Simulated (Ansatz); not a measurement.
One crystal and one scan (scan of one atom of the cell) at two levels, PBE (plane waves to 420 eV, PAW, scalar-relativistic; Ansatz, a quantum-chemistry and plane-wave program) and r2SCAN (plane waves to 500 eV, PAW, scalar-relativistic; Ansatz), each from its own relaxed cell and on its own mesh. The cell shown is that of PBE.

Starting cell, MgS (rock salt):

```yaml
crystal:
  lattice:
    - [0.00000, 2.61485, 2.61485]
    - [2.61485, 0.00000, 2.61485]
    - [2.61485, 2.61485, 0.00000]
  atoms:
    - { symbol: S, position: [0.00000, 0.00000, 0.00000] }
    - { symbol: Mg, position: [0.50000, 0.50000, 0.50000] }
```

In each cell atom 2 (Mg, nearest neighbour S at 2.615 Å; its periodic images, 3.7 Å or more away, move with it) moves by s·(1.000, 0.000, 0.000) (along Cartesian x), the rest being held.

E stands for the smeared free energy. MgS was relaxed with its symmetry unable to fall. Percentages come from the unrounded values. Both scans cover s from -0.260 to 0.260 Å.

Results of PBE:

```
Item                                                                                                                               Value
------------------------------------------------------------------------  --------------------------------------------------------------
Lattice constant a (Å)                                                                                                             5.230
Energy at s = 0.260 Å (meV/cell)                                                                                                   105.2
Force along the line at s = -0.260 Å (eV/Å)                                                                                        0.959
Force constant k = d²E/ds² at s = 0 (finite differences) (eV/Å²)                                                                    2.55
Zone-centre optical wavenumber from k (transverse: no LO-TO term) (cm⁻¹)                                                             224
Symmetry of the curve                                                                                      even: the same for both signs
Shape of the curve                                                        a single well with its minimum at or next to zero displacement
```

Question: Estimate the r2SCAN values.

Answer: 
```
quantity                                                                  r2SCAN     PBE − r2SCAN
------------------------------------------------------------------------  ------  ---------------
Lattice constant a (Å)                                                     5.203  +0.027 (+0.5 %)
Energy at s = 0.260 Å (meV/cell)                                           116.5   -11.3 (-9.7 %)
Force along the line at s = -0.260 Å (eV/Å)                                1.054  -0.095 (-9.0 %)
Force constant k = d²E/ds² at s = 0 (finite differences) (eV/Å²)            2.85    -0.30 (-11 %)
Zone-centre optical wavenumber from k (transverse: no LO-TO term) (cm⁻¹)     237       -13 (-5 %)
```

PBE gives the higher value for: lattice constant a. PBE gives the lower value for: energy at s = 0.260 Å; force along the line at s = -0.260 Å; force constant k = d²E/ds² at s = 0; zone-centre optical wavenumber from k. Both give the same symmetry of the curve: even: the same for both signs.

(A displaced cell: forces are minus the slopes of the energy, force constants its curvatures, and phonons follow from these.)
